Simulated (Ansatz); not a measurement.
**Pd (bcc): energy against volume**

The calculation used DFT, LDA (PW92), plane waves (420 eV) with PAW, scalar-relativistic in Ansatz. (PAW data from PBE, frozen cores regenerated.)

The cell is scaled uniformly from the relaxed one, with fractional coordinates and shape fixed. Energies are extrapolated to zero smearing, pressures are those at the given smearing. Magnetic state: non-magnetic.

A Birch-Murnaghan fit gives V₀ = 14.27 Å³/atom, B₀ = 221 GPa, B₀′ = 5.3.

Problem. What are the energy above the minimum and the pressure at 12.555 Å³/atom?

Solution. 185.5 meV/atom and 39.69 GPa as computed.

Problem. What are the energy above the minimum and the pressure at 14.838 Å³/atom?

Solution. 14.5 meV/atom and -7.78 GPa as computed.

Problem. What are the energy above the minimum and the pressure at 15.408 Å³/atom?

Solution. 53.6 meV/atom and -13.81 GPa as computed.
